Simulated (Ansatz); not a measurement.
**Bi started on an O site next to an O vacancy in rutile TiO2, 11 atoms, charge +1**

A calculation with Ansatz 0.2.0 (PAW, plane waves); the settings stand in the input.

The input as it was run:

```yaml
crystal:
  lattice:
    - [4.591414, 0.000000, 0.000000]
    - [0.000000, 4.591414, 0.000000]
    - [0.000000, 0.000000, 5.877742]
  atoms:
    - { symbol: Ti, position: [0.004621, 0.000938, 0.002510] }
    - { symbol: Ti, position: [0.995810, 0.001941, 0.495253] }
    - { symbol: Ti, position: [0.497920, 0.498099, 0.244294] }
    - { symbol: Ti, position: [0.503182, 0.505216, 0.746783] }
    - { symbol: O, position: [0.298557, 0.300356, 0.000461] }
    - { symbol: O, position: [0.693637, 0.690053, 0.992382] }
    - { symbol: O, position: [0.191274, 0.804977, 0.253620] }
    - { symbol: O, position: [0.191606, 0.803279, 0.758750] }
    - { symbol: O, position: [0.805490, 0.197097, 0.248329] }
    - { symbol: O, position: [0.806826, 0.195156, 0.750211] }
    - { symbol: Bi, position: [0.310419, 0.306119, 0.501218] }
kpoints:
  mp_grid: { grid: [2, 2, 2], shift: [0.5, 0.5, 0.5] }
hamiltonian:
  xc: pbesol
total_charge: 1
scf:
  occupations: { method: fermi_dirac, width: 0.01 }
  max_iter: 6
output:
  forces: true
  eigenvalues: true
  stress: true
```

Command:

```sh
ansatz run in.yaml --threads 8 --pin off --max-ram 13300MiB --runs-dir r --events-out ev --progress --plain
```

The end of the output:

```
Initial wavefunctions: pseudopotential atomic-orbital guess
Functional: x = pbesol(κ = 0.804, μ = 0.12345679012345678), c = pbesol(β = 0.046)
SCF iter   1: F=—  HF=-25509.039175 eV  |F-HF|=—  |Δ(HF+E_count)|=         —  Δρ=3.57e-2  dr2=1.97e0  ethr=1.77e-3  ⟨swp⟩=6.0  Hψ=918  notcnv=0  defer=2
preconditioner: auto → Resta (q_TF=auto, 2.624 Å⁻¹)  ε∞=6.7  [insulator: Δε(μ)=0.900 eV  Ē_g=11.359 eV  σ=0.010 eV  W_gap=1.00  n_scr=36 (ndim 8)  ℏωp=27.1 eV  f_vac=0.007  D(μ)=0.00/eV (n_scr^D=0)  ε∞_Penn≈6.7]
SCF iter   2: F=—  HF=-25508.673511 eV  |F-HF|=—  |Δ(HF+E_count)|=   3.66e-1  Δρ=1.53e-2  dr2=4.63e-1  ethr=1.77e-3  ⟨swp⟩=2.0  Hψ=298  notcnv=0  defer=22
SCF iter   3: F=—  HF=-25508.563038 eV  |F-HF|=—  |Δ(HF+E_count)|=   1.10e-1  Δρ=3.30e-3  dr2=2.73e-2  ethr=4.72e-4  ⟨swp⟩=3.0  Hψ=332  notcnv=0  defer=22
SCF iter   4: F=—  HF=-25508.559258 eV  |F-HF|=—  |Δ(HF+E_count)|=   3.78e-3  Δρ=9.23e-4  dr2=1.39e-3  ethr=2.78e-5  ⟨swp⟩=8.2  Hψ=1449  notcnv=0
automatic band count: iteration 4 solves 57 bands in place of 60: the levels show a gap, and the empty bands left out lie too high to hold charge; the band table lists the bands solved (type scf.n_extra_bands for more)
SCF iter   5: F=—  HF=-25508.559431 eV  |F-HF|=—  |Δ(HF+E_count)|=   1.73e-4  Δρ=2.64e-4  dr2=1.13e-4  ethr=1.41e-6  ⟨swp⟩=4.5  Hψ=1122  notcnv=0
SCF iter   6: F=—  HF=-25508.559274 eV  |F-HF|=—  |Δ(HF+E_count)|=   1.57e-4  Δρ=7.93e-5  dr2=7.09e-6  ethr=1.16e-7  ⟨swp⟩=7.2  Hψ=1232  notcnv=0
automatic band count: iteration 6 solves 60 bands in place of 57: the SCF can't look for a level among the bands left out, or has no iteration left to take one in, so it keeps every band
Error: did not converge after 6 iterations: dr2 = 7.09e-6 (threshold 1.00e-7), under the density mixer `msr1`, which `scf.mixing.algorithm: auto` chose by the deck's other keys (type `scf.mixing.algorithm: msr1` to keep it); raise `scf.max_iter`, which need not help a stalled SCF, or adjust the mixing (`scf.mixing`) or, under a smearing, its width (`scf.occupations.width`, in either direction: ano
```

No converged result was reached.
